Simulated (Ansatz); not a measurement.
# Two-dimensional strain map in SrCl2

All numbers below come from DFT LDA, scalar-relativistic, plane waves, PAW (Ansatz). Cutoff 420 eV, Γ-centred 6×6×6 k-points, Gaussian smearing of 0.05 eV. No spin polarisation. Energies are free energies at this smearing, counted from the undisturbed cell; pressure is positive in compression.

Reference structure (as given, not relaxed at this level; it stands at -2.8 GPa, and it needn't be the usual structure):

```
CELL_PARAMETERS angstrom
0.00000 3.48550 3.48550
3.48550 0.00000 3.48550
3.48550 3.48550 0.00000
ATOMIC_POSITIONS crystal
Sr 0.00000 0.00000 0.00000
Cl 0.25000 0.25000 0.25000
Cl 0.75000 0.75000 0.75000
```

The cell is strained by p along both x and y and by q along z, fractional coordinates fixed. Points are written (p, q).

p was sampled at -0.080, -0.040, 0.000, 0.040, 0.080 and q at -0.080, -0.040, 0.000, 0.040, 0.080.

Q: Where on the computed points is the energy highest, and how high?

A: At (0.080, 0.080): 241.3 meV/atom.

Q: Away from (0, 0), which computed point is lowest?

A: (-0.040, 0.000): -13.5 meV/atom.

The map, in meV/atom:

```
 p \ q  -0.080  -0.040  0.000  0.040  0.080
-0.080   110.3    58.8   36.7   38.9   61.4
-0.040    19.3   -10.1  -13.5    4.0   38.6
 0.000     4.0    -9.7    0.0   28.0   70.7
 0.040    44.5    41.4   59.7   94.4  142.1
 0.080   125.7   129.1  152.6  191.1  241.3
```